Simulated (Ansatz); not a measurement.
YTaN₃ in space group R3c (No. 161; Y on 6a, Ta on 6a, N on 18b) under volume change, PBE (plane waves, PAW; program Ansatz), shape and atoms relaxed at each volume.

| V (Å³/atom) | E − E(relaxed) (meV/atom) | P (GPa) |
|---|---|---|
| 11.824 | 60.1 | 17.66 |
| 12.214 | 26.0 | 10.93 |
| 12.603 | 6.3 | 5.31 |
| 12.993 | 0.0 | 0.00 |
| 13.383 | 5.7 | -4.61 |
| 13.773 | 21.9 | -8.56 |
| 14.163 | 46.6 | -11.67 |

Problem. What does a third-order Birch–Murnaghan fit give for V₀, B₀ and B′?

Solution. V₀ = 12.99 Å³/atom, B₀ = 159 GPa, B′ = 3.5.

The start of the workflow was typed in or built on a structure type; neither database checked (COD, Materials Project) lists it. Whether it is the stable phase at ambient conditions was not checked. The PBE relaxation kept the symmetry of its start; its stability against distortions is not shown here. The run is not spin-polarised. Spin–orbit coupling is left out wherever it is not named.

Potentials: the earlier of the program's two PAW sets.
